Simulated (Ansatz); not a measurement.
Ba$_{2}$H$_{3}$I in space group P-3m1 (No. 164; Ba on 2d, H on 2d, H on 1b, I on 1a), the program Ansatz at the r²SCAN level (PAW). The conduction-band minimum lies at L, with 3 equivalent valleys. Second derivatives d²E/dk² of the lowest band at one valley (eV·Å²), along Cartesian directions:

```tsv
direction	d²E/dk²
[100]	22.62
[010]	8.928
[001]	16.11
[110]	15.77
[101]	19.36
[011]	7.271
```

Task: Find the principal effective masses, the density-of-states mass and the conductivity mass.

Result: Off-diagonal terms follow from H_xy = H[110] − (H_xx + H_yy)/2, and m*/mₑ = 7.620 eV·Å² over each eigenvalue: 0.34, 0.40, 1.2. One valley's DOS mass (m₁m₂m₃)^(1/3) = 0.55, conductivity mass 3/(Σ 1/mᵢ) = 0.48 mₑ.

Task: What effective density of states Nc follows at 300 K for parabolic valleys?

Result: Nc = 2.509e19 × 3 × (0.55)^(3/2) ≈ 3.1e19 cm⁻³.

The first step of the workflow began from a Materials Project structure, measured or hypothetical; the Crystallography Open Database copy checked does not list it. Whether it is the stable phase at ambient conditions was not checked. The cell was relaxed with r²SCAN under the symmetry of its start; its stability against distortions is not shown here. Scalar-relativistic: spin–orbit coupling is off unless named, which matters more the heavier the elements.

Potentials: the later of the program's two PAW sets.

Edges and masses are those of Kohn–Sham bands, whose gap is no quasiparticle gap.
